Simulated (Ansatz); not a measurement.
A geometry of GaIr away from equilibrium: step 11 of the relaxation of a generated trial cell of GaIr in the AFLOW prototype AB_hR6_160_3a_3a (as in SiC). These are PBEsol (plane waves to 420 eV, PAW, scalar-relativistic; Ansatz, an electronic-structure program) values and carry that method's errors. Γ-centred k-mesh 11×11×11 on the run's cell (coarser than for final values), Fermi–Dirac smearing 0.05 eV.

```xyz
6
Lattice="1.9361 1.1178 9.3865 -1.9361 1.1178 9.3865 0.0000 -2.2356 9.3865" Properties=species:S:1:pos:R:3:forces:R:3 pbc="T T T" free_energy=-46622.375 pressure_GPa=3.8
Ga     0.0000     0.0000     0.0052    0.0000    0.0000   -0.0005
Ga     0.0000     0.0000     6.2349    0.0000    0.0000    0.0024
Ga     0.0000     0.0000    21.8964    0.0000    0.0000    0.0017
Ir     0.0000     0.0000     2.3662    0.0000    0.0000   -0.0009
Ir     0.0000     0.0000     8.5962    0.0000    0.0000   -0.0002
Ir     0.0000     0.0000    24.2603    0.0000    0.0000   -0.0026
```

Positions in Å, forces in eV/Å, free energy of the cell in eV (comparable only within this code, potentials and settings). Largest force: all forces are below 0.005 eV/Å; the geometry lies 0.80 eV/atom above the end of its relaxation.

No spin polarisation in the result.

The run could not lose the symmetry of its start; a randomly shaken copy of 12 atoms returns to this structure.

The end of the path is a generated cell of GaIr: the first start was made by placing the elements on the sites of a structure type, and the end was not matched to a known phase here, so it may be hypothetical.
